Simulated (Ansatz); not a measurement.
Input:

Ge:
```cif
data_Ge24
_chemical_formula_sum 'Ge24'
_space_group_name_H-M_alt 'R-3 :H'
_space_group_IT_number 148
_space_group_name_Hall '-R 3'
_cell_length_a 9.89167
_cell_length_b 9.89167
_cell_length_c 5.91024
_cell_angle_alpha 90.000
_cell_angle_beta 90.000
_cell_angle_gamma 120.000
loop_
_atom_site_label
_atom_site_type_symbol
_atom_site_symmetry_multiplicity
_atom_site_Wyckoff_symbol
_atom_site_fract_x
_atom_site_fract_y
_atom_site_fract_z
_atom_site_occupancy
Ge1 Ge 6 c 0.00000 0.00000 0.28719 1
Ge2 Ge 18 f 0.03671 0.26723 0.24609 1
```
(The calculation used a cell of 8 atoms; values per cell refer to that cell.)

This is the r²SCAN-relaxed structure.

All from the program Ansatz at the r²SCAN level (PAW), unless another level is named. Give the highest zone-centre frequency.

266 cm⁻¹.

Give the bulk modulus (Birch–Murnaghan fit).

64.0 GPa.

The workflow started from a Materials Project entry (that database holds measured and hypothetical structures alike); the Crystallography Open Database copy checked does not list it. It is not the phase usual at ambient conditions (space group No. 227). Symmetry was held in the r²SCAN relaxation; of distortions, only those at the zone centre were tested. As this level gives no gap, phonon frequencies hold no LO–TO term and depend on the k-mesh and smearing (Fermi–Dirac, 0.1 eV here).

Potentials: the later of the program's two PAW sets.
